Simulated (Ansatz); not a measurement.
# BaHCl: the gap against volume

BaHCl, P4/nmm, a = 4.403 Å, c = 7.224 Å. The structure is a COD entry; whether it is the stable form wasn't checked. Ansatz: r2SCAN, PAW, 500 eV, Γ-centred 6×6×4 mesh on 6 atoms, Gaussian smearing 0.02 eV; no spin polarisation. Shape and atoms are relaxed at each volume; x = ln(V/V0) with V0 = 23.346 Å³/atom. The gap is read at the mesh points alone.

| x | gap y (eV) |
| --- | --- |
| -0.0619 | 3.566 |
| -0.0305 | 3.687 |
| 0.0000 | 3.785 |
| 0.0296 | 3.885 |
| 0.0583 | ? |

Task: Fit a straight line to the other rows, give the volume deformation potential of the gap and its pressure coefficient, and predict the missing gap. B0 = 35.5 GPa.

Result: Means x = -0.01570, y = 3.7308; Σ(Δx)² = 0.004652, ΣΔxΔy = 0.01610; the slope is their ratio. y = 3.7851 + 3.4604 x. The slope is the deformation potential a = dE_g/d ln V = 3.46 eV, and dE_g/dP = −a/B0 = -97.5 meV/GPa. At x = 0.0583 the fit asked for gives 3.987 eV. The run gave 3.966 eV, so the fit is 0.021 eV too high, 5.2 % of the span of the series, against an rms of 0.005 eV on the fitted rows. The row lies outside the fitted range. With a term in x² added, a fit to the same known rows predicts 3.969 eV, so most of the miss is curvature that the known rows already hold.

Spin-orbit coupling is left out, which matters for the bands of heavy elements. Semilocal functionals give gaps under the measured ones; changes of the gap mostly carry over better.

Cost: 5 runs of about 4.6 core-minutes in all, on Arm Neoverse V2 (shared hosts).